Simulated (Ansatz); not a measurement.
Ti₂SnC:
Space group P6₃/mmc (No. 194); a = b = 3.139 Å, c = 13.641 Å, α = β = 90.00°, γ = 120.00°

```tsv
atom	site	symmetry	x	y	z
Ti	4f	3m.	0.3333	0.6667	0.0809
Sn	2d	-6m2	0.6667	0.3333	0.2500
C	2a	-3m.	0.0000	0.0000	0.0000
```

Relaxed at zero pressure with the program Ansatz at the PBEsol level (PAW).

**Question.** The volume is lowered by 9 % and shape and atoms relax at that volume. What pressure results, and how do the axes share the change?

**Answer.** 17.2 GPa; a -3.2 %, b -3.2 %, c -3.0 %; the energy rises by 64 meV/atom.

**Question.** Give the new structure.

**Answer.** 
Space group P6₃/mmc (No. 194); a = b = 3.0401 Å, c = 13.2336 Å, α = β = 90.00°, γ = 120.00°

```csv
atom,site,symmetry,x,y,z
Ti,4f,3m.,0.3333,0.6667,0.0835
Sn,2d,-6m2,0.6667,0.3333,0.2500
C,2a,-3m.,0.0000,0.0000,0.0000
```

The phase is kept; no other phase was compared at this pressure.

Space group P6_3/mmc. The first step of the workflow began from a Materials Project structure, measured or hypothetical; the Crystallography Open Database copy checked does not list it. Its standing as an ambient phase is unchecked. Symmetry was held in the PBEsol relaxation; its stability against distortions is not shown here. The run is not spin-polarised. Spin–orbit coupling is left out wherever it is not named.

Potentials: the earlier of the program's two PAW sets. The files were generated under PBE; for other functionals the program regenerates the frozen cores, and for LDA and PBEsol the local potential too.
